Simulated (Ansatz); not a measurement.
Structures of SrOs2: which is lowest?

Plane-wave DFT in Ansatz with scalar-relativistic PAW potentials, cutoff 420 eV, Γ-centred meshes chosen by cell and gap, Gaussian smearing with energies taken to zero width. Every cell was relaxed (cell and atoms) in a run of its own, within the symmetry of its start. Functional: PBE.

Relaxed structures (starts from databases or built by putting these elements on another compound's sites):
A. I4/mmm, 3 atoms in the computed cell, a = 3.058 Å, c = 13.039 Å; sites (symmetry × multiplicity) Sr 4/mmm × 2, Os 4mm × 4; start: built
B. P6/mmm, 3 atoms in the computed cell, a = 4.146 Å, c = 5.027 Å; sites (symmetry × multiplicity) Sr 6/mmm × 1, Os -6m2 × 2; start: built

Problem. Rank them by energy. Could pressure change the order?

Solution.
| structure | group | E − E(lowest) (meV/atom) | V (Å³/atom) | gap on mesh (eV) |
| --- | --- | --- | --- | --- |
| B | P6/mmm | 0.0 | 24.95 | 0.00 |
| A | I4/mmm | 248 | 20.32 | 0.00 |

B is lowest, 248 meV/atom under A. A is denser by 4.63 Å³/atom, so pressure favours it: ΔE/ΔV, with ΔE in eV and 1 eV/Å³ = 160.2 GPa, gives about 9 GPa for equal enthalpy if both cells were rigid, a rough figure since the two compress differently. Other structures may lie lower than all of these, and vibrations aren't counted.

Spin-orbit coupling is left out, which matters for the bands of heavy elements.